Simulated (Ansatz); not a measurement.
SnPbO2: rattling a relaxed structure

It was reached by relaxing an invented guess, and it needn't be the stable form of this composition.

Level of theory: Ansatz, DFT PBE, scalar-relativistic, plane waves, PAW. Cutoff 420 eV; k points 8×8×6 on the computed 4-atom cell (Γ-centred); Gaussian smearing, width 0.02 eV; no spin polarisation.

The cell below (4 atoms, space group P4mm (No. 99)) is relaxed within its symmetry.

```yaml
crystal:
  lattice:
    - [3.94514, 0.00000, 0.00000]
    - [0.00000, 3.94514, 0.00000]
    - [0.00000, 0.00000, 5.23302]
  atoms:
    - { symbol: Sn, position: [0.50000, 0.50000, 0.21423] }
    - { symbol: Pb, position: [0.00000, 0.00000, 0.76256] }
    - { symbol: O, position: [0.50000, 0.00000, 0.01161] }
    - { symbol: O, position: [0.00000, 0.50000, 0.01161] }
```

For the test a repeat of it with 8 atoms (edges 3.95, 5.23, 7.89 Å) was strained at random (σ = 1.5 % a component), the atoms were moved at random (σ = 0.05 Å), and all was relaxed again on a coarse 4×4×2 mesh (in the run’s order of axes) with 0.10 eV smearing, with no symmetry imposed.

No dispersion correction is applied, so the spacing and binding between layers, chains or molecules are poorly described. These runs have no spin–orbit coupling, which can matter for Pb.

Task: What happens?

Result: It returns, within 1 meV/atom of the unmoved cell on that mesh and with the same symmetry when read at 0.1 Å (P1 at 0.01 Å, so small strains and shifts remain). No instability shows in this cell; modes of other wave vectors, which need another repeat, aren't tested.
